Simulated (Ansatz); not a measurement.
**Question.** Name crystals whose computed values (the program Ansatz at the r²SCAN level (PAW)) fall in these windows: Θ_D (K) 830 to 1200; HSE06 gap (eV) 5.3 to 7.3; gap (eV) 4.8 to 5.8.

**Answer.** 

```json
[
 {"crystal": "Si3N4, P31c (Pearson symbol hP28)", "Θ_D (K)": "1020", "HSE06 gap (eV)": "6.13", "gap (eV)": "5.34"},
 {"crystal": "SiO2, Pn-3m (Si on 2a, O on 4b)", "Θ_D (K)": "1010", "HSE06 gap (eV)": "6.86", "gap (eV)": "5.75"},
 {"crystal": "MgO, rock salt", "Θ_D (K)": "954", "HSE06 gap (eV)": "6.52", "gap (eV)": "5.68"},
 {"crystal": "AlN, wurtzite", "Θ_D (K)": "963", "HSE06 gap (eV)": "5.60", "gap (eV)": "4.87"},
 {"crystal": "Si3N4, P6_3/m (Si on 6h, N on 2d, N on 6h)", "Θ_D (K)": "973", "HSE06 gap (eV)": "5.77", "gap (eV)": "4.99"}
]
```
Others may fit too.

Not the usual ambient phase: Si3N4, P31c (Pearson symbol hP28); SiO2, Pn-3m (Si on 2a, O on 4b). All cells were relaxed under the symmetry of their starts (and spin orders); stability against distortions was not tested throughout.

Potentials: the earlier of the program's two PAW sets.
